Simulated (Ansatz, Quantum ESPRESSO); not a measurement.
**CsLiCr2Te2S3: 4 runs at one level of theory**

```
CELL_PARAMETERS angstrom
3.42162 -5.18069 0.00784
3.42162 5.18069 0.00784
-2.90411 0.00000 7.43093
ATOMIC_POSITIONS crystal
Cs 0.09374 0.09374 0.00853
Li 0.58875 0.58875 0.55336
Cr 0.05646 0.46755 0.55790
Cr 0.46755 0.05646 0.55790
Te 0.56486 0.87357 0.29035
Te 0.87357 0.56486 0.29035
S 0.81151 0.39697 0.73347
S 0.39697 0.81151 0.73347
S 0.21404 0.21404 0.48371
```

The cell comes from a database or a generator and needn't be the stable form of this composition.

Alike in all runs: task single point; functional PBE; k mesh 5 × 5 × 4; occupations fermi-dirac, width 0.05 eV; collinear spin, ferromagnetic start; no spin-orbit coupling. Pressure is positive in compression and, in plane waves, holds the error of the finite cutoff, which Ansatz's Pulay term estimates and takes out.

| program and potentials | plane-wave cutoff (eV) | notes | pressure (GPa) | net moment per atom (μB) | largest force (eV/Å) |
| --- | --- | --- | --- | --- | --- |
| Quantum ESPRESSO, SSSP 1.3 efficiency PBE | 748 | 7.78 valence electrons an atom on average | ? | ? | ? |
| Ansatz, JTH PAW | 1230 | 7.78 valence electrons an atom on average | 0.09 | 0.45 | 0.073 |
| Ansatz, Ansatz NC with PseudoDojo standard (PBE files) | 1279 | 10 valence electrons an atom on average | -0.01 | 0.45 | 0.020 |
| Ansatz, Ansatz PAW (files of its older set among them) | 1070 | 10 valence electrons an atom on average | 0.01 | 0.45 | 0.016 |

Question: Estimate from the other rows what the run with Quantum ESPRESSO, SSSP 1.3 efficiency PBE gave.

Answer: Pressure 0.09 GPa; net moment per atom 0.45 μB; largest force 0.087 eV/Å. The other rows, which needn't bracket it: pressure -0.01 to 0.09; net moment per atom 0.45; largest force 0.016 to 0.073.
